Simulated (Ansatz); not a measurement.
Below is a relaxed structure of Cd3SeS2. The cell was found from a structure generator's guess, not taken from experiment.

Theory: DFT PBE, scalar-relativistic, plane waves, PAW in Ansatz. Cutoff 420 eV, Γ-centred mesh, Gaussian smearing, no spin polarisation.

```cif
data_structure
_symmetry_space_group_name_H-M 'P 1'
_symmetry_Int_Tables_number 1
_cell_length_a 9.5046
_cell_length_b 9.5046
_cell_length_c 9.5046
_cell_angle_alpha 154.130
_cell_angle_beta 154.130
_cell_angle_gamma 36.911
_cell_volume 163.24
loop_
_atom_site_label
_atom_site_type_symbol
_atom_site_fract_x
_atom_site_fract_y
_atom_site_fract_z
_atom_site_occupancy
Cd1 Cd 0.83888 0.83888 0.00000 1
Cd2 Cd 0.50000 0.50000 0.00000 1
Cd3 Cd 0.16112 0.16112 0.00000 1
Se1 Se 0.25000 0.75000 0.50000 1
S1 S 0.58045 0.08045 0.50000 1
S2 S 0.91955 0.41955 0.50000 1
```

Formation energies are uncorrected and refer to the elements' standard structures at the same level.

Problem. What space group does it have?

Solution. I-4m2 (No. 119), with Se and S ordered on zinc blende sites. Conventional cell: a = 4.255 Å, c = 18.031 Å. Cd on a site of symmetry 2mm is surrounded by 2 S at 2.58 Å and 2 Se at 2.66 Å; Cd on a site of symmetry -4m2 has 4 S at 2.58 Å; Se has 4 Cd at 2.66 Å; S has 4 Cd at 2.58 Å.

Problem. What is its formation energy per atom?

Solution. −0.645 eV/atom. A negative formation energy is needed for stability but isn't enough: competing phases decide.

Problem. Is it a metal?

Solution. No, the gap on the 10×10×10 mesh is 0.80 eV.

The last run used a 10×10×10 mesh for its 6-atom cell and Gaussian smearing of 0.02 eV. Kohn–Sham gaps at this level usually fall short of measured ones. The reference forms of S and Se are held partly by dispersion forces, which this level lacks. A later test with randomly moved atoms came back to the same energy, though modes that don't fit the test's cell weren't probed.
